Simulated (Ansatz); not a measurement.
B2Ir (MoSi2 or CaC2 type, I4/mmm) at seven volumes, plane-wave PAW PBE (Ansatz code), shape and atoms relaxed at each. One row is withheld.

```csv
V (Å³/atom),P (GPa)
8.198,35.62
8.468,21.70
8.739,?
9.009,0.00
9.279,-8.46
9.549,-15.03
9.820,-20.85
```

Fit the shown pressures and predict the withheld one.

Third-order Birch–Murnaghan: P = (3/2)B₀(x^(7/2) − x^(5/2))[1 + (3/4)(B′ − 4)(x − 1)] with x = (V₀/V)^(2/3). Least squares on the six rows gives V₀ = 9.008 Å³/atom, B₀ = 299.5 GPa, B′ = 4.98. At V = 8.739, x = 1.0204 and P = 9.79 GPa. The run itself gave 9.90 GPa.

A made-up cell: these elements were put on the sites of a structure type; neither database checked (COD, Materials Project) lists it. Its standing as an ambient phase is unchecked. The cell was relaxed with PBE under the symmetry of its start; whether a distortion lowers the energy is not shown. No spin polarisation was allowed. Scalar-relativistic: spin–orbit coupling is off unless named, which matters more the heavier the elements.

Potentials: the earlier of the program's two PAW sets.
